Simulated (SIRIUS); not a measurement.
SIRIUS run on Al₂Cu (I4/mmm, 6 atoms in the cell; from Materials Project mp-985806, changed as shown): self-consistent single point.

All values come from this method and carry its errors: LDA (PW92), GBRV LDA ultrasoft pseudopotentials (plane waves; SIRIUS 7.12.0).

The change in words: lattice scaled by 0.98. Reference geometry (I4/mmm):
```yaml
crystal:
  lattice:
    - [4.03224, 0.00000, 0.00000]
    - [0.00000, 4.03224, 0.00000]
    - [0.00000, 0.00000, 5.66228]
  atoms:
    - { symbol: Al, position: [0.00000, 0.50000, 0.25000] }
    - { symbol: Al, position: [0.50000, 0.00000, 0.25000] }
    - { symbol: Al, position: [0.50000, 0.00000, 0.75000] }
    - { symbol: Al, position: [0.00000, 0.50000, 0.75000] }
    - { symbol: Cu, position: [0.00000, 0.00000, 0.50000] }
    - { symbol: Cu, position: [0.50000, 0.50000, 0.00000] }
```

Reference input (self-consistent single point, DFT, LDA (PW92), plane waves, GBRV LDA ultrasoft pseudopotentials): parameters.ngridk = 8 8 6; parameters.xc_functionals = [XC_LDA_X, XC_LDA_C_PW]; parameters.gk_cutoff = 6.325 1/bohr; parameters.pw_cutoff = 14.143 1/bohr; parameters.smearing = fermi_dirac; parameters.smearing_width = 0.00499791 Ha; potentials = GBRV LDA ultrasoft pseudopotentials; parameters.electronic_structure_method = pseudopotential; parameters.num_bands = 30; parameters.num_mag_dims = 0; parameters.num_dft_iter = 100; parameters.energy_tol = 1e-07 Ha. This run's input differs from it in these lines:

```diff
@@ -32,7 +32,7 @@
     "lattice_vectors": [
-      [0.9999999629, 0.0, 0.0],
-      [0.0, 0.9999999629, 0.0],
-      [0.0, 0.0, 1.4042486977]
+      [0.9999999671, 0.0, 0.0],
+      [0.0, 0.9999999671, 0.0],
+      [0.0, 0.0, 1.4042488656]
     ],
-    "lattice_vectors_scale": 7.619839,
+    "lattice_vectors_scale": 7.467442,
     "atom_coordinate_units": "A",
@@ -45,10 +45,10 @@
       "Al": [
-        [0.0, 2.0161225, 1.41556875],
-        [2.0161225, 0.0, 1.41556875],
-        [2.0161225, 0.0, 4.24670625],
-        [0.0, 2.0161225, 4.24670625]
+        [0.0, 1.9758, 1.3872575],
+        [1.9758, 0.0, 1.3872575],
+        [1.9758, 0.0, 4.1617725],
+        [0.0, 1.9758, 4.1617725]
       ],
       "Cu": [
-        [0.0, 0.0, 2.8311375],
-        [2.0161225, 2.0161225, 0.0]
+        [0.0, 0.0, 2.774515],
+        [1.9758, 1.9758, 0.0]
       ]
```

Output (repeated stretches shortened):

```
[find] density tolerance         : 1e-06
[find] total energy tolerance    : 1e-07
[find] iter_solver_tol (initial) : 0.01
[find] iter_solver_tol (target)  : 1e-13
[find] num_dft_iter              : 100
Charges and magnetic moments
--------------------------------------------------------------------------------
total charge          : 50.000000
[find] | SCF iteration   0 out of 100|
[diagonalize] iterative solver tolerance (occupied, empty): 0.01 0.01
[diagonalize] average number of iterations: 2.9
[find] Charges and magnetic moments
[find] total charge          : 50.000000
[find] Energy
   [... lines left out ...]

[find] Charges and magnetic moments
[find] total charge          : 50.000000
[find] Energy
[find] smearing (-TS)                 :      -0.00313998
[find] Total energy                   :    -416.88840111 (Ha),    -833.77680223 (Ry)
[find] Free energy (E-TS)             :    -416.89154109 (Ha),    -833.78308219 (Ry)
[find] band gap (eV)                  :       0.00000000
[find] Efermi                         :       0.36868743
[find] iteration : 17, RMS (target) : 6.1641e-07 (1.0000e-06) , energy difference (target) : 2.1305e-10 (1.0000e-07)
[find] bands are converged : false
[find] iterative solver converged : true
[find] converged after 18 SCF iterations!
[find] Charges and magnetic moments
[find] total charge          : 50.000000
[find] Energy
[find] smearing (-TS)                 :      -0.00313998
[find] Total energy                   :    -416.88840111 (Ha),    -833.77680223 (Ry)
[find] Free energy (E-TS)             :    -416.89154109 (Ha),    -833.78308219 (Ry)
[find] band gap (eV)                  :       0.00000000
[find] Efermi                         :       0.36868743
[ground_state] === stress tensor components [kbar] ===
[ground_state] === stress_total ===
[ground_state]   -58.938768    0.000000   -0.000000
[ground_state]     0.000000  -58.938768    0.000000
[ground_state]    -0.000000    0.000000  -67.929384
[ground_state] ==== total Forces in Ha/bohr =====
[ground_state] atom:    0, force:      -0.0000000      0.0000000     -0.0000000
   [... zero for the other atoms too ...]
```

The run converged in 18 iterations. SIRIUS prints the stress tensor with tension positive. Against the reference run the free energy rises by 13.6 meV/atom and the pressure goes from -1.17 to 6.19 GPa.

The structure comes from a collection of computed structures, made at another level of theory; the collection holds predicted forms beside known ones. Its lattice was then scaled.

Cost on one core: very roughly 80 core-seconds.

The gap that the log prints is read on the run's mesh, which can miss the band edges or a crossing.
